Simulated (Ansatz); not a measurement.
BN (zinc blende)

```
BN
1.0
    0.00000     1.81236     1.81236
    1.81236     0.00000     1.81236
    1.81236     1.81236     0.00000
N B
1 1
Direct
  0.75000   0.75000   0.75000
  0.00000   0.00000   0.00000
```

All values below come from PBE (plane waves to 420 eV, PAW, scalar-relativistic; Ansatz, a first-principles code). DFPT wavenumbers on a 12×12×12 k mesh, in cm⁻¹; i marks imaginary ones, q is in fractions of the reciprocal vectors of the cell shown, and the three acoustic modes at Γ are left out. The non-analytic (LO-TO) term is not included, so polar modes at Γ have their transverse values. BN was relaxed with its symmetry unable to fall.

Q: Is the structure dynamically stable at Γ, L = (0.5, 0.0, 0.0), X = (0.5, 0.5, 0.0)?

A: No imaginary mode at these points (lowest 483 cm⁻¹ at L = (0.5, 0.0, 0.0)); other wave vectors were not tested.

Q: Predict the phonon wavenumbers at Γ, L = (0.5, 0.0, 0.0), X = (0.5, 0.5, 0.0).

A: 
```
q                               wavenumbers (cm⁻¹)
-------------------  -----------------------------
Γ                                        1026 (×3)
L = (0.5, 0.0, 0.0)  483 (×2), 954, 965 (×2), 1123
X = (0.5, 0.5, 0.0)  695 (×2), 884 (×2), 996, 1138
```
